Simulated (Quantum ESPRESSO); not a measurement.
**Band energies of MgAu**

```xyz
2
Lattice="3.2735 0.0000 0.0000 0.0000 3.2735 0.0000 0.0000 0.0000 3.2735" Properties=species:S:1:pos:R:3 pbc="T T T"
Mg     1.6368     1.6368     1.6368
Au     0.0000     0.0000     0.0000
```

PBEsol (pw.x of Quantum ESPRESSO, ONCV potentials, no spin-orbit coupling); path ΓXMΓRX,MR; energies in eV from the Fermi level.

```
k (1/Å)  point  band 10  band 11  band 12  band 13  band 14  band 15  band 16  band 17
-------  -----  -------  -------  -------  -------  -------  -------  -------  -------
0.00         Γ    -5.72    -5.72    -3.98    -3.98    -3.98     5.37     5.37     5.37
0.21              -5.68    -5.62    -4.07    -4.07    -3.97     3.89     5.64     5.64
0.53              -5.56    -5.18    -4.40    -4.40    -3.93     0.47     6.86     6.86
0.85              -5.45    -4.65    -4.65    -4.39    -3.89    -2.21     7.57     8.35
0.96         X    -5.44    -4.67    -4.67    -4.23    -3.89    -2.52     7.53     8.54
1.17              -5.35    -5.15    -4.65    -3.98    -3.64    -2.51     6.97     7.22
1.49              -5.89    -4.67    -4.60    -4.30    -2.40    -2.39     3.30     5.55
1.81              -5.60    -4.56    -4.54    -3.38    -1.73    -1.39     0.02     4.06
1.92         M    -5.58    -4.55    -4.55    -3.26    -1.30    -1.30    -0.60     3.93
2.13              -5.65    -4.53    -4.52    -3.62    -2.69    -0.82     0.60     4.45
2.44              -5.56    -4.53    -4.44    -4.41    -4.37     0.76     1.87     6.89
2.65              -5.42    -5.04    -4.62    -4.28    -4.24     2.03     2.56     7.57
2.96              -5.62    -5.55    -4.18    -4.07    -4.05     4.04     4.06     5.95
3.28         Γ    -5.72    -5.72    -3.98    -3.98    -3.98     5.37     5.37     5.37
3.57              -5.60    -5.60    -4.10    -4.08    -4.08     4.62     4.65     4.65
3.86              -5.26    -5.26    -4.40    -4.39    -4.39     3.58     3.58     3.74
4.16              -5.03    -5.03    -4.53    -4.53    -4.36     2.83     2.83     3.43
4.45              -5.44    -5.44    -3.93    -3.93    -2.63     2.37     2.37     3.54
4.74              -5.75    -5.75    -3.36    -3.36     0.22     2.07     2.07     3.58
4.94         R    -5.81    -5.81    -3.22    -3.22     1.99     1.99     1.99     2.47
5.23              -5.70    -5.62    -3.63    -3.41    -0.42     1.04     2.76     4.20
5.52              -5.40    -5.22    -4.38    -4.20    -1.96    -0.69     4.52     4.92
5.81              -5.58    -5.02    -5.01    -4.31    -2.40    -2.34     5.95     6.56
6.10              -5.37    -5.05    -4.73    -3.97    -3.69    -2.51     7.34     7.68
6.30         X    -5.44    -4.67    -4.67    -4.23    -3.89    -2.52     7.53     8.54
6.30         M    -5.58    -4.55    -4.55    -3.26    -1.30    -1.30    -0.60     3.93
6.62              -5.08    -4.98    -4.98    -3.25    -0.54    -0.54    -0.45     4.04
6.94              -5.58    -5.58    -3.90    -3.23     0.21     0.98     0.98     4.38
7.26         R    -5.81    -5.81    -3.22    -3.22     1.99     1.99     1.99     2.47
```

A metal at this level: along this path bands 14, 15, 16 cross the Fermi level.

Spin-orbit coupling is left out; for elements this heavy it splits bands near the Fermi level.

Geometry of the Materials Project entry, not relaxed at this level.
